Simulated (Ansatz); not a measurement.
AlNi, first-principles data

AlNi:
```yaml
crystal:
  lattice:
    - [0.00000, 2.89026, 2.89026]
    - [2.89026, 0.00000, 2.89026]
    - [2.89026, 2.89026, 0.00000]
  atoms:
    - { symbol: Ni, position: [0.00000, 0.00000, 0.00000] }
    - { symbol: Ni, position: [0.25000, 0.25000, 0.25000] }
    - { symbol: Al, position: [0.50000, 0.50000, 0.50000] }
    - { symbol: Al, position: [0.75000, 0.75000, 0.75000] }
```

Space group Fd-3m (No. 227); conventional cell a = b = c = 5.781 Å, α = β = γ = 90.00°.

Method: DFT-PBEsol in the program Ansatz with PAW potentials. Structure relaxed to zero pressure with the same functional. Other levels are named where they apply.

### Cell and energy

| Quantity | Result |
|---|---|
| Volume per atom | 12.07 Å³ |
| Density | 5.89 g/cm³ |
| Formation energy from the elements (no fitted shifts) | -0.34 eV/atom |

### Electronic structure

| Property | Value |
|---|---|
| Electronic character | metallic (no gap) |
| Density of states at the Fermi level | 0.44 states/eV per atom (mean over ±0.08 eV) |

### Magnetism

| Quantity | Value |
|---|---|
| Magnetic order | non-magnetic (starting moments vanished) |

### Mechanics

| Item | Value |
|---|---|
| Bulk modulus (Birch–Murnaghan fit) | 160 GPa |
| Pressure derivative B′ | 4.4 |
| Elastic constants (relaxed ions, GPa) | C11 = 131, C12 = 174, C44 = 112 |
| Mechanical stability | unstable (C has a negative eigenvalue) |

### Phonons

| Item | Value |
|---|---|
| Highest zone-centre frequency | 395 cm^-1 |
| Zone-centre stability | no imaginary mode at Γ |

The start of the workflow was typed in or built on a structure type; neither database checked (COD, Materials Project) lists it. It is not the phase usual at ambient conditions (space group No. 221). The PBEsol relaxation kept the symmetry of its start. The workflow began spin-polarised and lost its moments. As this level gives no gap, shear constants depend on the k-mesh and smearing (Fermi–Dirac, 0.1 eV here). As this level gives no gap, phonon frequencies hold no LO–TO term and depend on the k-mesh and smearing (Fermi–Dirac, 0.1 eV here). The references are the lowest solids computed at this level, not always the standard phases.

Potentials: the earlier of the program's two PAW sets. The files were generated under PBE; for other functionals the program regenerates the frozen cores, and for LDA and PBEsol the local potential too.
